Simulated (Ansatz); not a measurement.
**Er₃Se: relaxation step by step**

The cell of Er₃Se is invented: random cell by space group and Wyckoff sites (P6/mmm, No. 191). Lengths were set from tabulated atomic sizes, so they are only a guess.

```
Er Se
1.0
     5.09694    0.00000    0.00000
    -2.54847    4.41408    0.00000
     0.00000    0.00000    4.77507
Er Se
3 1
Direct
  0.50000 0.00000 0.00000
  0.00000 0.50000 0.00000
  0.50000 0.50000 0.00000
  0.00000 0.00000 0.50000
```

Level of theory: DFT PBE, scalar-relativistic, plane waves, PAW, and for the lanthanide a 4f-in-core norm-conserving potential (Ansatz). Cutoff 770 eV, Gaussian smearing, Γ-centred meshes. Cell and atoms relax first on a coarse mesh and then on a finer one. In between, the cell is made exact in the group found at 0.06 Å. In metals the finer mesh still leaves noise of several meV/atom or more. The steps can't lower the symmetry of their start. No spin polarisation.

Steps on the 6×6×4 mesh (4 atoms, 13 steps). The free energy counts from the last step; the plane-wave basis is renewed at times, which shifts energy and pressure.

```tsv
step	ΔF (meV/atom)	V (Å³/atom)	P (GPa)
1	1367.1	26.86	12.29
2	960.7	28.47	6.01
3	656.5	28.88	3.27
4	417.2	28.71	1.56
5	228.4	28.13	0.48
6	91.8	27.26	0.16
7	22.6	26.22	0.90
8	17.7	25.99	1.16
9	15.7	26.48	0.28
10	15.4	26.65	0.01
11	1.4	26.65	0.70
12	0.0	27.09	0.05
13	0.0	27.09	0.06
```

The relaxed structure, after a last relaxation on the converged mesh:

```
Er Se
1.0
     6.07486    0.00000    0.00000
    -3.03743    5.26098    0.00000
     0.00000    0.00000    3.39598
Er Se
3 1
Direct
  0.50000 0.00000 0.00000
  0.00000 0.50000 0.00000
  0.50000 0.50000 0.00000
  0.00000 0.00000 0.50000
```

The symmetry stays P6/mmm (No. 191). The volume per atom grows by 1.0 %, from 26.9 to 27.1 Å³. The shortest distance goes from 2.55 Å (Er–Er) to 3.04 Å (Er–Er). The ratio c/a of the conventional cell changes by a factor of 0.60. The energy falls by about 1.4 eV/atom (the start's value is from the coarse mesh). Er is surrounded by 4 Er at 3.04 Å, 2 Er at 3.40 Å and 4 Se at 3.48 Å; around Se lie 2 Se at 3.40 Å and 12 Er at 3.48 Å.

| Quantity | Value |
| --- | --- |
| Volume per atom | 27.13 Å³ |
| Density | 8.89 g/cm³ |
| Formation energy | +0.05 eV/atom |
| Gap on the 12×12×14 mesh of the 4-atom cell | 0 eV (a metal) |

The zero of energy is the elements' standard structures at the same level; no fitted shifts are applied.

The last run used Gaussian smearing of 0.10 eV. An odd number of valence electrons (the lanthanide is held trivalent, its 4f shell in the core) allows no gap without spin; another valence of the lanthanide, a larger cell or a magnetic state could open one. The cell is a metal run without spin; a magnetic state may lie lower. The reference form of Se is held partly by dispersion forces, which this level lacks. Symmetry constrained the relaxation, so the result can be a saddle point. In all, the 4 runs took 10 min on 1 thread of Arm Neoverse V1, on a shared host. Another cell of Er3Se relaxed alike, in P4/mmm, lies 0.74 eV/atom lower, so this cell isn't the stable form at this level.

The lanthanide is trivalent by construction, without f bands, f moments or other valences. The reference runs of the other elements, and any phases without the lanthanide, used 420 eV, which shifts energies against them by under 10 meV/atom. The lanthanide's reference is the lowest of its hcp, dhcp and fcc cells.
